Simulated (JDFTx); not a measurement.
System: HfB2(1 0 -1 0) (P6/mmm bulk; lattice of mp-1994, not re-optimised at this level), 1x1 cell of 8 atoms in 8 planes (B outermost, slab composition Hf2B6), area 10.90 Å² a face, 5.8 Å between the outermost planes in a cell 22.3 Å high; k mesh 8×6×1, Fermi width 0.01 Ha, no spin polarisation. Whether this polymorph is the ambient one wasn't checked. Neither spin polarisation nor a larger cell was tried.

Computed with JDFTx (a modified build): PBE, GBRV ultrasoft potentials, plane waves to 20/100 Ha. Liquid on both sides: SCCS (g09 parameters), water, 0.5 M NaCl; nuclei fixed. 

Charging data:

```json
[
 {"U − U_pzc (V)": "-0.40", "σ (μC/cm²)": "-3.95"},
 {"U − U_pzc (V)": "-0.20", "σ (μC/cm²)": "-2.00"},
 {"U − U_pzc (V)": "0.00", "σ (μC/cm²)": "0.00"}
]
```

Worked example: a check of Lippmann's equation. The grand free energy per area against the neutral slab, Δγ = [F(N) − F(N₀) − μ(N − N₀)]/2A, is taken from the total energies of the same runs.

```
U − U_pzc (V)  Δγ (mJ/m²)
-------------  ----------
-0.40                -8.0
-0.20                -2.0
0.00                  0.0
```

Δγ is largest at zero charge and falls away from it, as dγ/dU = −σ demands. At -0.40 V the computed -8.0 mJ/m² stands beside -7.8 mJ/m² from the constant-capacitance formula.
